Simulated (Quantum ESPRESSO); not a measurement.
# Si4O6FN: finding a planted mistake in a log

Simulated, not a measurement. The program is pw.x of Quantum ESPRESSO 7.5 (plane-wave density functional theory). The cell is made up: 12 atoms on a rutile lattice, with randomly drawn elements, strain and displacements, not relaxed. PseudoDojo standard norm-conserving files (v0.5 for PBE, v0.4.1 for LDA and PBEsol) set the functional; there is no spin polarisation, spin-orbit coupling or dispersion term, and the masses in the input are unused placeholders.

Intended input:

```
&control calculation='scf', pseudo_dir='./dojo.nc.sr.pbe.v0_5.standard.upf', outdir='./o', disk_io='low', tprnfor=.true., tstress=.true. /
&system ibrav=0, nat=12, ntyp=4, nbnd=38, ecutwfc=84.00895049, nosym=.true., tot_charge=0,
 occupations='smearing', smearing='fd', degauss=0.0018374661
/
&electrons conv_thr=7.350e-09, electron_maxstep=60, /
ATOMIC_SPECIES
F 1.0 F.upf
N 1.0 N.upf
O 1.0 O.upf
Si 1.0 Si.upf
CELL_PARAMETERS angstrom
4.1986 0.0631 0.0483
0.0631 4.2999 0.0222
0.0614 0.0283 5.4145
ATOMIC_POSITIONS angstrom
Si -0.0341 0.0261 -0.0208
Si 2.1282 2.2172 1.3622
Si 0.0471 0.0122 2.7005
Si 2.2224 2.1768 4.0936
O 1.3032 1.4239 0.0379
O 2.9705 2.994 0.0123
O 3.3288 0.8743 1.3912
F 0.8048 3.5102 1.38
N 1.2858 1.3288 2.6699
O 3.0395 3.0746 2.8028
O 3.4281 0.9253 4.1504
O 0.9459 3.4454 4.0906
K_POINTS automatic
5 5 4 1 1 1
```

The log is shortened where brackets say so; the opening notice, blank lines, dates and the lines on written files are dropped, and the path of the files is cut. It prints rydbergs, bohrs and kilobars, and counts compression as positive stress. Where no state is partly filled, the Fermi energy that it prints is only some level between the filled and the empty states on the mesh, and need not lie in the true gap.

Log of the intended run:

```
     Program PWSCF v.7.5
     Parallel version (MPI & OpenMP), running on       4 processor cores
     Number of MPI processes:                 4
     Threads/MPI process:                     1
     [start-up lines left out]
     bravais-lattice index     =            0
     lattice parameter (alat)  =       7.9356  a.u.
     unit-cell volume          =     659.4083 (a.u.)^3
     number of atoms/cell      =           12
     number of atomic types    =            4
     number of electrons       =        64.00
     number of Kohn-Sham states=           38
     kinetic-energy cutoff     =      84.0090  Ry
     charge density cutoff     =     336.0358  Ry
     scf convergence threshold =      7.3E-09
     mixing beta               =       0.7000
     number of iterations used =            8  plain     mixing
     Exchange-correlation= PBE
                           (   1   4   3   4   0   0   0)
     [axes and pseudopotential details left out]
   Cartesian axes
     site n.     atom                  positions (alat units)
         1        Si     tau(   1) = (  -0.0081203   0.0062152  -0.0049531  )
         2        Si     tau(   2) = (   0.5067925   0.5279862   0.3243834  )
         3        Si     tau(   3) = (   0.0112160   0.0029052   0.6430754  )
         4        Si     tau(   4) = (   0.5292245   0.5183657   0.9748171  )
         5        O      tau(   5) = (   0.3103336   0.3390761   0.0090252  )
         6        O      tau(   6) = (   0.7073711   0.7129672   0.0029290  )
         7        O      tau(   7) = (   0.7926937   0.2081988   0.3312892  )
         8        F      tau(   8) = (   0.1916486   0.8358909   0.3286221  )
         9        N      tau(   9) = (   0.3061901   0.3164298   0.6357886  )
        10        O      tau(  10) = (   0.7238022   0.7321606   0.6674363  )
        11        O      tau(  11) = (   0.8163403   0.2203435   0.9883430  )
        12        O      tau(  12) = (   0.2252490   0.8204599   0.9741027  )
     number of k points=    50  Fermi-Dirac smearing, width (Ry)=  0.0018
                       cart. coord. in units 2pi/alat
        k(    1) = (   0.0974823   0.0957389   0.0953411), wk =   0.0400000
        k(    2) = (   0.0952660   0.0947702   0.2892651), wk =   0.0400000
     [further k points left out]
     Dense  grid:    68605 G-vectors     FFT dimensions: (  48,  48,  60)
     Estimated max dynamical RAM per process >     162.41 MB
     Estimated total dynamical RAM >     599.38 MB
     Initial potential from superposition of free atoms
     starting charge      63.9975, renormalised to      64.0000
     Starting wfcs are   48 randomized atomic wfcs
     total cpu time spent up to now is        4.7 secs
     per-process dynamical memory:   130.6 Mb
     Self-consistent Calculation
     iteration #  1     ecut=    84.01 Ry     beta= 0.70
     Davidson diagonalization with overlap
     ethr =  1.00E-02,  avg # of iterations =  3.0
     total cpu time spent up to now is       13.2 secs
     total energy              =    -301.96218011 Ry
     estimated scf accuracy    <       2.64962333 Ry
     iteration #  2     ecut=    84.01 Ry     beta= 0.70
     Davidson diagonalization with overlap
     ethr =  4.14E-03,  avg # of iterations =  3.0
     total cpu time spent up to now is       21.8 secs
     total energy              =    -302.65562771 Ry
     estimated scf accuracy    <       1.94913327 Ry
     [iterations 3 to 9 left out]
     iteration # 10     ecut=    84.01 Ry     beta= 0.70
     Davidson diagonalization with overlap
     ethr =  2.05E-09,  avg # of iterations =  2.0
     total cpu time spent up to now is       86.4 secs
     total energy              =    -303.06443115 Ry
     estimated scf accuracy    <       0.00000023 Ry
     iteration # 11     ecut=    84.01 Ry     beta= 0.70
     Davidson diagonalization with overlap
     ethr =  3.53E-10,  avg # of iterations =  2.0
     total cpu time spent up to now is       93.8 secs
     End of self-consistent calculation
     [lines on levels left out]
     the Fermi energy is    13.1425 ev
!    total energy              =    -303.06443122 Ry
     estimated scf accuracy    <          6.7E-09 Ry
     smearing contrib. (-TS)   =       0.00000000 Ry
     internal energy E=F+TS    =    -303.06443122 Ry
     The total energy is F=E-TS. E is the sum of the following terms:
     one-electron contribution =     -36.54083919 Ry
     hartree contribution      =      66.72892531 Ry
     xc contribution           =     -81.49925310 Ry
     ewald contribution        =    -251.75326423 Ry
     convergence has been achieved in  11 iterations
     Forces acting on atoms (cartesian axes, Ry/au):
     atom    1 type  4   force =    -0.05391821    0.08623148   -0.11206533
     atom    2 type  4   force =     0.06016083   -0.17864379    0.09425489
     atom    3 type  4   force =    -0.04255893    0.15433640    0.15038269
     atom    4 type  4   force =    -0.08131287   -0.04924308   -0.09686187
     atom    5 type  3   force =    -0.03490743   -0.04006700    0.00779628
     atom    6 type  3   force =     0.00755675    0.04749694    0.07747463
     atom    7 type  3   force =     0.08570965   -0.07213193   -0.04796754
     atom    8 type  1   force =     0.04163672   -0.03060483   -0.06278237
     atom    9 type  2   force =     0.03658344    0.05263737    0.01386148
     atom   10 type  3   force =    -0.00172531    0.00803972   -0.07357013
     atom   11 type  3   force =     0.03010740   -0.05224225    0.00215327
     atom   12 type  3   force =    -0.04733204    0.07419098    0.04732401
     Total force =     0.435949     Total SCF correction =     0.000180
     Computing stress (Cartesian axis) and pressure
          total   stress  (Ry/bohr**3)                   (kbar)     P=       41.88
   0.00045733  -0.00139528  -0.00025347           67.27     -205.25      -37.29
  -0.00139528  -0.00013739  -0.00016052         -205.25      -20.21      -23.61
  -0.00025347  -0.00016052   0.00053410          -37.29      -23.61       78.57
     init_run     :      4.38s CPU      4.54s WALL (       1 calls)
     electrons    :     88.41s CPU     89.11s WALL (       1 calls)
     forces       :      2.13s CPU      2.13s WALL (       1 calls)
     stress       :      7.70s CPU      7.73s WALL (       1 calls)
     [timing details left out]
     PWSCF        :   1m42.83s CPU   1m43.78s WALL
     JOB DONE.
```

A second run was made from an input with one planted mistake. Its log:

```
     Program PWSCF v.7.5
     Parallel version (MPI & OpenMP), running on       4 processor cores
     Number of MPI processes:                 4
     Threads/MPI process:                     1
     [start-up lines left out]
     bravais-lattice index     =            0
     lattice parameter (alat)  =       7.9356  a.u.
     unit-cell volume          =     659.4083 (a.u.)^3
     number of atoms/cell      =           12
     number of atomic types    =            4
     number of electrons       =        64.00
     number of Kohn-Sham states=           38
     kinetic-energy cutoff     =      84.0090  Ry
     charge density cutoff     =     336.0358  Ry
     scf convergence threshold =      7.3E-09
     mixing beta               =       0.7000
     number of iterations used =            8  plain     mixing
     Exchange-correlation= PBE
                           (   1   4   3   4   0   0   0)
     [axes and pseudopotential details left out]
   Cartesian axes
     site n.     atom                  positions (alat units)
         1        Si     tau(   1) = (  -0.0081203   0.0062152  -0.0049531  )
         2        Si     tau(   2) = (   0.5067925   0.5279862   0.3243834  )
         3        Si     tau(   3) = (   0.0112160   0.0029052   0.6430754  )
         4        Si     tau(   4) = (   0.5292245   0.5183657   0.9748171  )
         5        O      tau(   5) = (   0.3103336   0.3390761   0.0090252  )
         6        F      tau(   6) = (   0.7073711   0.7129672   0.0029290  )
         7        O      tau(   7) = (   0.7926937   0.2081988   0.3312892  )
         8        O      tau(   8) = (   0.1916486   0.8358909   0.3286221  )
         9        N      tau(   9) = (   0.3061901   0.3164298   0.6357886  )
        10        O      tau(  10) = (   0.7238022   0.7321606   0.6674363  )
        11        O      tau(  11) = (   0.8163403   0.2203435   0.9883430  )
        12        O      tau(  12) = (   0.2252490   0.8204599   0.9741027  )
     number of k points=    50  Fermi-Dirac smearing, width (Ry)=  0.0018
                       cart. coord. in units 2pi/alat
        k(    1) = (   0.0974823   0.0957389   0.0953411), wk =   0.0400000
        k(    2) = (   0.0952660   0.0947702   0.2892651), wk =   0.0400000
     [further k points left out]
     Dense  grid:    68605 G-vectors     FFT dimensions: (  48,  48,  60)
     Estimated max dynamical RAM per process >     162.41 MB
     Estimated total dynamical RAM >     599.38 MB
     Initial potential from superposition of free atoms
     starting charge      63.9975, renormalised to      64.0000
     Starting wfcs are   48 randomized atomic wfcs
     total cpu time spent up to now is        5.9 secs
     per-process dynamical memory:   125.9 Mb
     Self-consistent Calculation
     iteration #  1     ecut=    84.01 Ry     beta= 0.70
     Davidson diagonalization with overlap
     ethr =  1.00E-02,  avg # of iterations =  2.9
     total cpu time spent up to now is       16.4 secs
     total energy              =    -301.90342042 Ry
     estimated scf accuracy    <       2.73325872 Ry
     iteration #  2     ecut=    84.01 Ry     beta= 0.70
     Davidson diagonalization with overlap
     ethr =  4.27E-03,  avg # of iterations =  3.1
     total cpu time spent up to now is       26.1 secs
     total energy              =    -302.25847793 Ry
     estimated scf accuracy    <       2.92126417 Ry
     [iterations 3 to 10 left out]
     iteration # 11     ecut=    84.01 Ry     beta= 0.70
     Davidson diagonalization with overlap
     ethr =  5.68E-10,  avg # of iterations =  4.0
     total cpu time spent up to now is       96.5 secs
     total energy              =    -303.04081911 Ry
     estimated scf accuracy    <       0.00000002 Ry
     iteration # 12     ecut=    84.01 Ry     beta= 0.70
     Davidson diagonalization with overlap
     ethr =  3.11E-11,  avg # of iterations =  2.1
     total cpu time spent up to now is      104.3 secs
     End of self-consistent calculation
     [lines on levels left out]
     the Fermi energy is    13.1093 ev
!    total energy              =    -303.04081911 Ry
     estimated scf accuracy    <          3.1E-09 Ry
     smearing contrib. (-TS)   =      -0.00000000 Ry
     internal energy E=F+TS    =    -303.04081911 Ry
     The total energy is F=E-TS. E is the sum of the following terms:
     one-electron contribution =     -36.73194828 Ry
     hartree contribution      =      66.80240786 Ry
     xc contribution           =     -81.50287374 Ry
     ewald contribution        =    -251.60840495 Ry
     convergence has been achieved in  12 iterations
     Forces acting on atoms (cartesian axes, Ry/au):
     atom    1 type  4   force =     0.14796653    0.10964448    0.03549963
     atom    2 type  4   force =    -0.15259319   -0.15398678    0.24114785
     atom    3 type  4   force =     0.06439251    0.08928064    0.01016847
     atom    4 type  4   force =    -0.19407999   -0.12606766   -0.23937400
     atom    5 type  3   force =     0.02776642    0.01061930   -0.02321279
     atom    6 type  1   force =     0.02410171    0.03667096    0.02112667
     atom    7 type  3   force =     0.02892157   -0.01351994   -0.09408972
     atom    8 type  3   force =     0.04461663   -0.03148621   -0.12065286
     atom    9 type  2   force =     0.05009168    0.05166262    0.05917065
     atom   10 type  3   force =    -0.00401974    0.00431473   -0.02390802
     atom   11 type  3   force =     0.02014096   -0.04931919    0.04806170
     atom   12 type  3   force =    -0.05730508    0.07218705    0.08606243
     Total force =     0.570041     Total SCF correction =     0.000069
     Computing stress (Cartesian axis) and pressure
          total   stress  (Ry/bohr**3)                   (kbar)     P=       49.46
   0.00041750  -0.00029854  -0.00033666           61.42      -43.92      -49.52
  -0.00029854   0.00008144  -0.00008849          -43.92       11.98      -13.02
  -0.00033666  -0.00008849   0.00050970          -49.52      -13.02       74.98
     init_run     :      4.59s CPU      4.77s WALL (       1 calls)
     electrons    :     97.87s CPU     98.39s WALL (       1 calls)
     forces       :      1.43s CPU      1.44s WALL (       1 calls)
     stress       :      4.94s CPU      4.95s WALL (       1 calls)
     [timing details left out]
     PWSCF        :   1m50.08s CPU   1m50.84s WALL
     JOB DONE.
```

Question: what was wrong in the second input?

Answer: two atoms have their elements exchanged. The input lines that differ, file-writing options aside:

```
- O 2.9705 2.994 0.0123
+ F 2.9705 2.994 0.0123
- F 0.8048 3.5102 1.38
+ O 0.8048 3.5102 1.38
```

|  | intended run | run with the mistake |
| --- | --- | --- |
| free energy (eV) | -4123.402 | -4123.080 |
| smearing term -TS (eV) | 0.0000 | 0.0000 |
| pressure (GPa) | 4.19 | 4.95 |
| largest force component (eV/Å) | 4.593 | 6.200 |
| largest change of a force component (eV/Å) |  | 5.470 |
| iterations | 11 | 12 |

For scale, a rerun of the intended cell at a cutoff of 1437 eV and k mesh 7 x 7 x 6 moved values by no more than 0.003 eV in energy, 0.04 GPa in stress and 0.003 eV/Å in force.